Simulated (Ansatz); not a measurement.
# Property card for TaRu

TaRu:
```xyz
2
Lattice="3.1180 0.0000 0.0000 0.0000 3.1180 0.0000 0.0000 0.0000 3.1180" Properties=species:S:1:pos:R:3 pbc="T T T"
Ta     1.5590     1.5590     1.5590
Ru     0.0000     0.0000     0.0000
```

Space group Pm-3m (No. 221), CsCl type; conventional cell a = b = c = 3.1180 Å, α = β = γ = 90.00°.

Method: LDA in the plane-wave PAW code Ansatz. The cell and atoms are relaxed at this level. Other levels are named where they apply.

Cell and energy:

```yaml
volume_per_atom: 15.16 Å³
density: 15.45 g/cm³
Formation energy from the elements (no fitted shifts): -0.25 eV/atom
```

Electronic structure:

```yaml
electronic_character: metallic (no gap)
Density of states at the Fermi level: 1.6 states/eV per atom (mean over ±0.08 eV)
```

Mechanics:

```yaml
Bulk modulus (Birch–Murnaghan fit): 286 GPa
Pressure derivative B′: 4.3
Elastic constants (relaxed ions, GPa): C11 = 176, C12 = 341, C44 = 89.9
mechanical_stability: unstable (C has a negative eigenvalue)
```

Phonons:

```yaml
highest_zone_centre_frequency: 145 cm⁻¹
zone_centre_stability: no imaginary mode at Γ
```

The workflow started from a Materials Project entry (that database holds measured and hypothetical structures alike); the Crystallography Open Database files this formula in space group No. 221, but the cells were not matched. Whether it is the stable phase at ambient conditions was not checked. Symmetry was held in the LDA relaxation. No spin polarisation was allowed. As this level gives no gap, shear constants depend on the k-mesh and smearing (Fermi–Dirac, 0.1 eV here). As this level gives no gap, phonon frequencies hold no LO–TO term and depend on the k-mesh and smearing (Fermi–Dirac, 0.1 eV here). On the denser mesh and wider smearing of the elastic run this cell carries a stress of 0.4 GPa. The references are the lowest solids computed at this level, not always the standard phases. Spin–orbit coupling is left out wherever it is not named.

Potentials: the later of the program's two PAW sets.
